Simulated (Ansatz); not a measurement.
**Barrier of one jump, O in Si**

Method: Ansatz 0.2.0, DFT PBE, scalar-relativistic, plane waves, PAW. Settings: 420 eV cutoff, 2×2×2 k-mesh, Gaussian smearing of 0.02 eV, no spin polarisation.

Host crystal, relaxed:

```cif
data_structure
_symmetry_space_group_name_H-M 'P 1'
_symmetry_Int_Tables_number 1
_cell_length_a 3.8679
_cell_length_b 3.8679
_cell_length_c 3.8679
_cell_angle_alpha 60.000
_cell_angle_beta 60.000
_cell_angle_gamma 60.000
_cell_volume 40.92
loop_
_atom_site_label
_atom_site_type_symbol
_atom_site_fract_x
_atom_site_fract_y
_atom_site_fract_z
_atom_site_occupancy
Si1 Si 0.75000 0.75000 0.75000 1
Si2 Si 0.50000 0.50000 0.50000 1
```

In a supercell of 54 host sites, interstitial O hops to an equivalent place, moving 0.68 Å between the relaxed ends. Climbing-image nudged elastic band at fixed cell with images 0 (start) to 6 (end), the path measured over all atoms, converged to 0.05 eV/Å; the order of the saddle wasn't checked, and the small cell leaves errors of about a tenth of an eV.

Supercell rows in host cell vectors: 3 0 -3; 0 0 -3; 0 3 -3. O was set at (0.000, 0.000, 0.000) of the host cell.

At the relaxed start O has 2 Si at 1.76 Å.

Task: What barrier does the band give, and what surrounds the atom at the top?

Result: 0.00 eV at image 4, where O has 2 Si at 1.79 Å, 1 Si at 2.28 Å. An image lies below the start, so the start isn't the lowest place along this path.

Cost: 1 run of about 25 core-minutes, on AMD EPYC 9R45 (Zen 5) (shared hosts).